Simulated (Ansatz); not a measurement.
**ScPt: moving Sc off its site**

ScPt, Pm-3m, a = 3.270 Å (as given, not relaxed at this level: -1.4 GPa). The structure is a COD entry; whether it is the stable form wasn't checked. Ansatz: PBEsol, PAW, 420 eV, Γ-centred 14×14×14 mesh on 2 atoms, Gaussian smearing 0.15 eV; no spin polarisation.

```
Sc Pt
1.0
     3.27000    0.00000    0.00000
     0.00000    3.27000    0.00000
     0.00000    0.00000    3.27000
Sc Pt
1 1
Direct
  0.50000 0.50000 0.50000
  0.00000 0.00000 0.00000
```

Atom 1 (Sc) moves by x along the unit vector (-1.000, 0.000, 0.000), with its periodic images; all else is held. y is the free energy of the cell over the start, F the force along the path summed over the moved atoms. Symmetry makes y even in x.

| x (Å) | y (meV) | F (eV/Å) |
| --- | --- | --- |
| -0.200 | 72.0 | 0.74 |
| -0.100 | 17.7 | 0.36 |
| 0.000 | 0.0 | 0.00 |
| 0.025 | 1.1 | -0.09 |
| 0.050 | 4.4 | -0.18 |
| 0.075 | ? | ? |
| 0.125 | 27.8 | -0.45 |
| 0.150 | 40.1 | -0.54 |
| 0.175 | 54.8 | -0.64 |

Fit y = c2 x² + c4 x⁴ to the energies of the other rows, give the force constant, and predict energy and force of the missing row.

Least squares on the rows shown. y = 1761 x² + 959.7 x⁴. The force constant is 2 c2 = 3.52 eV/Å² (for all images moving together, not for a lone atom). With two atoms in a cubic cell this is the optical mode at Γ (in a metal it hangs on mesh and smearing): ω = 521.5 √(2 c2/μ) = 162 cm⁻¹ for μ = 36.54 u. The force −dy/dx at the missing row is -0.27 eV/Å (computed -0.27). At x = 0.075 the fit asked for gives 9.9 meV. The run gave 10.0 meV, so the fit is 0.1 meV too low, a small miss on the scale of the series.

Spin–orbit coupling is left out, which can shift energies with elements as heavy as these.